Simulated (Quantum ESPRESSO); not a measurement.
TiHf3Al2Re2, one composition in several site orders

A calculation, not a measurement. The program is pw.x of Quantum ESPRESSO 7.5 (plane-wave density functional theory). The cell is made up: eight metal atoms on a face-centred cubic lattice, with elements, volume, strain and displacements drawn at random and not relaxed, so it may be unstable or far from any real phase. PseudoDojo standard norm-conserving files set the functional (PBE unless stated); there is no spin polarisation or spin-orbit coupling, the Fermi-Dirac width of 0.25 eV means electrons at about 2900 K, and the masses in the input are unused placeholders. Heavy elements are run without spin-orbit coupling, which real alloys of them have. A spin test at this wide smearing found no moment, but such smearing suppresses magnetism that the real alloy may have.

The runs put one composition on the sites in different orders. Cell, positions, cutoff, mesh and smearing stay as in the input of run 1; sites are counted in its order. Stress in the tables is positive in tension.

Input of run 1:

```
&control calculation='scf', pseudo_dir='./dojo.nc.sr.pbe.v0_5.standard.upf', outdir='./o', disk_io='minimal', tprnfor=.true., tstress=.true. /
&system ibrav=0, nat=8, ntyp=4, nbnd=58, ecutwfc=84.00895049, nosym=.true., tot_charge=0,
 occupations='smearing', smearing='fd', degauss=0.0183746611
/
&electrons conv_thr=1.470e-08, electron_maxstep=70, mixing_beta=0.5 /
ATOMIC_SPECIES
Al 1.0 Al.upf
Hf 1.0 Hf.upf
Re 1.0 Re.upf
Ti 1.0 Ti.upf
CELL_PARAMETERS angstrom
-0.0085 -2.0756 -2.0869
-6.2249 -2.0298 -0.0713
-2.1634 4.1112 -6.2292
ATOMIC_POSITIONS angstrom
Ti 0.112 0.0298 0.0079
Hf -2.1562 2.0658 -4.2538
Al -2.133 -0.0284 -2.059
Re -4.3091 1.9568 -6.3215
Hf -4.1909 -0.0342 -4.0889
Re -4.2701 -2.0181 -2.038
Hf -6.2351 0.0701 -6.2874
Al -6.3756 -2.0969 -4.1646
K_POINTS automatic
8 4 3 1 1 1
```

| run | elements on sites 1 to 8 | free energy less that of run 1 (eV) | -TS (eV) | pressure (GPa) | stress xx (GPa) | stress yy (GPa) | stress zz (GPa) | stress yz (GPa) | stress xz (GPa) | stress xy (GPa) | iterations |
| --- | --- | --- | --- | --- | --- | --- | --- | --- | --- | --- | --- |
| 1 | Ti Hf Al Re Hf Re Hf Al | 0.000 | -1.666 | 2.35 | -0.53 | -3.23 | -3.31 | -2.36 | 1.00 | -0.57 | 18 |
| 2 | Hf Ti Re Al Al Re Hf Hf | -0.129 | -1.574 | 3.48 | -3.23 | -4.20 | -3.00 | 0.05 | 0.27 | -0.40 | 18 |
| 3 | Hf Re Al Ti Hf Hf Re Al | 0.340 | -1.771 | 2.00 | 0.90 | -2.77 | -4.13 | 0.38 | 1.45 | -0.71 | 16 |
| 4 | Hf Al Al Re Re Hf Ti Hf | 0.505 | -1.637 | 2.71 | -2.08 | -3.08 | -2.96 | 0.59 | 2.51 | -0.71 | 17 |
| 5 | Hf Re Al Hf Hf Re Ti Al | -0.059 | -1.686 | 2.64 | -0.97 | -3.62 | -3.34 | -2.08 | 0.99 | -0.98 | 19 |
| 6 | Ti Re Hf Al Hf Hf Al Re | 0.489 | -1.720 | 2.26 | -0.66 | -2.58 | -3.55 | -0.64 | 0.66 | -0.91 | 18 |

Forces Fx Fy Fz (eV/Å):

```
site             run 1             run 2             run 3             run 4             run 5             run 6
   1  -1.45 0.60 -0.55  -2.54 -0.05 0.14  -2.64 -1.35 1.50  -3.69 -1.33 1.57  -0.98 0.16 -0.13  -1.28 -1.17 1.25
   2   -0.41 0.11 0.44  -0.96 -0.33 0.56    1.12 0.03 0.09  -1.31 -0.05 0.33   0.99 -0.49 0.46   0.85 -0.24 0.22
   3  -0.14 -0.83 0.95  -1.97 -0.06 0.19    0.44 0.17 0.07   -0.88 0.01 0.16  -0.10 -0.03 0.19    2.07 0.29 0.15
   4   0.41 1.55 -1.23   0.84 1.49 -0.61   0.50 -0.48 0.84   0.54 -0.39 0.68   0.59 0.73 -0.19    1.48 0.03 0.46
   5  -0.45 -0.85 0.65   0.85 -0.47 0.21  -0.09 1.40 -1.49   0.61 0.37 -0.51  0.05 -0.04 -0.03  -1.26 1.34 -1.55
   6  0.76 -0.04 -0.13   2.85 0.49 -0.64   1.94 0.31 -1.06   3.78 0.84 -1.59   0.91 0.48 -0.59  0.07 -0.45 -0.05
   7  0.47 -0.32 -0.26   0.60 -1.36 0.52  -0.39 -1.21 1.04   1.12 -1.11 0.91  -1.24 -1.48 0.93  -1.20 -1.10 0.84
   8   0.79 -0.22 0.14   0.34 0.28 -0.37  -0.87 1.13 -0.98  -0.18 1.66 -1.55  -0.20 0.67 -0.65  -0.73 1.29 -1.32
```

The sites are displaced and not relaxed, so the energy differences mix bonding between neighbours with strain and are not ordering energies. A rerun of one cell of this series at a higher cutoff and on a denser mesh moved values by no more than 0.002 eV in energy, 0.02 GPa in stress and 0.005 eV/Å in force, and a second program with other atomic files agreed on that cell to 2 % rms in force and 0.5 GPa in pressure.